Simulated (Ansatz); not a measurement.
ZnCu2SiTe4:
```
ZnCu2SiTe4
1.0
   -2.98907     2.98907     5.95020
    2.98907    -2.98907     5.95020
    2.98907     2.98907    -5.95020
Zn Si Cu Te
1 1 2 4
Direct
  0.00000   0.00000   0.00000
  0.50000   0.50000   0.00000
  0.75000   0.25000   0.50000
  0.25000   0.75000   0.50000
  0.38774   0.87134   0.00000
  0.12866   0.12866   0.51640
  0.87134   0.38774   0.00000
  0.61226   0.61226   0.48360
```

Relaxed with r²SCAN.

Q: Give the Bader charges and basin volumes of the independent atoms, DFT-r²SCAN in the program Ansatz with PAW potentials.

A: 

```json
[
 {"atom": "Zn1", "Bader charge (e)": "+0.58", "Bader volume (Å³)": "17.4"},
 {"atom": "Si2", "Bader charge (e)": "+0.77", "Bader volume (Å³)": "17.6"},
 {"atom": "Cu3", "Bader charge (e)": "+0.20", "Bader volume (Å³)": "16.8"},
 {"atom": "Te5", "Bader charge (e)": "-0.44", "Bader volume (Å³)": "36.0"}
]
```

Space group I-42m. The workflow started from a Materials Project entry (that database holds measured and hypothetical structures alike); the Crystallography Open Database copy checked does not list it. Its standing as an ambient phase is unchecked. The cell was relaxed with r²SCAN under the symmetry of its start; whether a distortion lowers the energy is not shown. The run is not spin-polarised. Spin–orbit coupling is left out wherever it is not named.

Potentials: the later of the program's two PAW sets.
